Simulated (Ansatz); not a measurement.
A generator proposed this cell of GeSbTe3.

Space group P4/mmm (No. 123). a = 3.951 Å, b = 3.951 Å, c = 9.358 Å, α = 90.00°, β = 90.00°, γ = 90.00°
```json
{"atom": "Ge", "site": "1a", "symmetry": "4/mmm", "x": "0.0000", "y": "0.0000", "z": "0.0000"}
{"atom": "Sb", "site": "1d", "symmetry": "4/mmm", "x": "0.5000", "y": "0.5000", "z": "0.5000"}
{"atom": "Te", "site": "2h", "symmetry": "4mm", "x": "0.5000", "y": "0.5000", "z": "0.2128"}
{"atom": "Te", "site": "1b", "symmetry": "4/mmm", "x": "0.0000", "y": "0.0000", "z": "0.5000"}
```

The calculation used Ansatz 0.2.0, DFT PBE, scalar-relativistic, plane waves, PAW. Cutoff 420 eV; k points 4×4×2 on the computed 5-atom cell (Γ-centred); Gaussian smearing, width 0.10 eV; no spin polarisation.

Energies over the elements count from the elements' standard structures at the same level, with no fitted energy shifts.

Problem. Estimate its pressure, forces and energy as it stands.

Solution. The pressure is 8.7 GPa (the mean over three directions, positive in compression), the largest force is 3.45 eV/Å, and the energy is +0.55 eV/atom against the elements. The shortest distance is 2.69 Å.

Problem. How much does it gain on relaxing, and where does it end?

Solution. Relaxing gains about 0.38 eV/atom (the start's value is from the coarse mesh, so the gain is rough) in 13 ionic steps and ends at +0.17 eV/atom on the finer mesh. The symmetry stays P4/mmm (No. 123). The volume per atom grows by 10.3 %, from 29.2 to 32.2 Å³. The shortest distance goes from 2.69 Å (Sb–Te) to 2.96 Å (Sb–Te). Conventional cell: a = 4.185 Å, c = 9.202 Å. Ge has 8 Te at 3.32 Å; Sb is surrounded by 6 Te at 2.96–3.11 Å; Te on a site of symmetry 4mm has 1 Te at 2.99 Å, 1 Sb at 3.11 Å and 4 Ge at 3.32 Å; 1 more site not described.

The last run used a 10×10×4 mesh (in the run's order of axes) for its 5-atom cell and Gaussian smearing of 0.10 eV. Spin–orbit coupling, which can matter for Sb and Te, is left out. An odd number of electrons in the primitive cell allows no gap without spin; a larger cell or a magnetic state could open one. The cell is a metal run without spin; a magnetic state may lie lower. The reference form of Te is held partly by dispersion forces, which this level lacks. The relaxation can't lower the symmetry of the start. A structure relaxed within its symmetry needn't be a true minimum.
